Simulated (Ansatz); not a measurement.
Molecular dynamics on a 2×2×1 supercell (16 atoms) of CuGaSe₂ (ordering on zincblende), relaxed with r2SCAN. Forces come from r2SCAN in the plane-wave code Ansatz: constant energy and volume (NVE), velocities drawn at 1000 K, steps of 1 fs. Spin polarisation is off, nuclei are classical, and the run is far too short for thermal averages. The structure comes from a prototype and may be hypothetical.

```yaml
crystal:
  lattice:
    - [7.8614165579, 0.0, 0.0]
    - [0.0, 7.8614165579, 0.0]
    - [0.0, 0.0, 5.6421460774]
  atoms:
    - { symbol: Cu, position: [0.0, 0.0, 0.0] }
    - { symbol: Se, position: [0.0, 0.25, 0.2427767865] }
    - { symbol: Ga, position: [0.25, 0.25, 0.5] }
    - { symbol: Se, position: [0.25, 0.0, 0.7572232135] }
    - { symbol: Cu, position: [0.0, 0.5, 0.0] }
    - { symbol: Se, position: [0.0, 0.75, 0.2427767865] }
    - { symbol: Ga, position: [0.25, 0.75, 0.5] }
    - { symbol: Se, position: [0.25, 0.5, 0.7572232135] }
    - { symbol: Cu, position: [0.5, 0.0, 0.0] }
    - { symbol: Se, position: [0.5, 0.25, 0.2427767865] }
    - { symbol: Ga, position: [0.75, 0.25, 0.5] }
    - { symbol: Se, position: [0.75, 0.0, 0.7572232135] }
    - { symbol: Cu, position: [0.5, 0.5, 0.0] }
    - { symbol: Se, position: [0.5, 0.75, 0.2427767865] }
    - { symbol: Ga, position: [0.75, 0.75, 0.5] }
    - { symbol: Se, position: [0.75, 0.5, 0.7572232135] }
kpoints:
  mp_grid: { grid: [2, 2, 2] }
hamiltonian:
  xc: r2scan
scf:
  occupations: { method: fermi_dirac, width: 0.086 }
md:
  ensemble: nve
  temperature: 1000
  timestep: 1.0
  n_steps: 40
  initial_velocities: maxwell_boltzmann
  seed: 719
```

Command: `ansatz run input.yaml --threads 4 --pin off --max-ram 3686MiB --backend cpu --events-out ev --progress --plain --runs-dir out`. It ended after 7.6 min on 4 threads of Arm Neoverse V1, on a shared host; peak host memory 2.5 GiB.

```tsv
step	t (fs)	T (K)	free energy F from step 0 (meV/atom)	kinetic energy (meV/atom)	largest force (eV/Å)
0	0	1000	0.0	121.2	0.03
1	1	999	0.1	121.1	0.09
2	2	996	0.5	120.7	0.17
3	3	991	1.0	120.1	0.24
4	4	985	1.8	119.4	0.31
5	5	977	2.8	118.4	0.38
6	6	967	4.0	117.2	0.45
7	7	955	5.4	115.8	0.51
8	8	943	7.0	114.2	0.57
9	9	928	8.7	112.5	0.63
10	10	912	10.6	110.6	0.69
11	11	895	12.7	108.5	0.75
12	12	877	14.9	106.3	0.81
13	13	858	17.2	104.0	0.87
14	14	838	19.7	101.5	0.93
15	15	817	22.2	99.0	0.99
16	16	795	24.8	96.4	1.04
17	17	773	27.5	93.7	1.09
18	18	750	30.3	90.9	1.15
19	19	727	33.0	88.1	1.21
20	20	704	35.8	85.3	1.26
21	21	681	38.7	82.5	1.31
22	22	658	41.5	79.7	1.37
23	23	635	44.2	77.0	1.42
24	24	613	47.0	74.2	1.46
25	25	590	49.7	71.5	1.51
26	26	569	52.3	68.9	1.55
27	27	548	54.8	66.4	1.59
28	28	528	57.2	64.0	1.63
29	29	509	59.6	61.6	1.66
30	30	490	61.8	59.4	1.69
31	31	473	63.9	57.3	1.72
32	32	457	65.8	55.4	1.74
33	33	442	67.7	53.5	1.77
34	34	428	69.3	51.9	1.78
35	35	415	70.9	50.3	1.80
```

The temperature goes from 1000 K to 415 K in 35 fs. The atoms start on their lattice sites with kinetic energy alone, so much of it first passes into potential energy. The conserved energy stays within 0.02 meV an atom. By the last step the atoms have moved 0.17 Å in the root mean square, the drift of the whole cell taken out, 0.28 Å at most. The job's limit cut the run after 35 of 40 steps.

Positions (Å) and forces (eV/Å) at step 35:
```
Cu  -0.143   0.104  -0.213     0.788  -0.251   0.286
Se   0.111   1.893   1.351    -0.356  -0.097   0.758
Ga   2.139   2.079   2.826    -1.225  -0.528   0.089
Se   2.023  -0.019   4.120    -0.863   0.207   0.326
Cu   0.069   3.896   0.192    -0.108  -0.220  -0.680
Se  -0.030   5.822   1.410     0.459   0.996  -0.108
Ga   1.981   5.753   2.855     0.011   1.147  -1.056
Se   2.078   3.976   4.309    -0.317  -0.845   0.748
Cu   3.748  -0.048   0.036     0.087   0.836  -0.405
Se   3.957   1.949   1.374     0.315  -0.136  -0.470
Ga   5.827   1.912   2.859     1.103   1.168  -0.141
Se   5.735   0.135   4.336     0.082  -1.378  -0.484
Cu   4.038   3.916   0.185    -0.041  -0.202  -0.612
Se   3.897   5.938   1.195    -0.209  -0.546   1.697
Ga   5.827   5.839   2.699    -0.169   0.308   0.897
Se   5.890   4.008   4.353     0.441  -0.458  -0.846
```
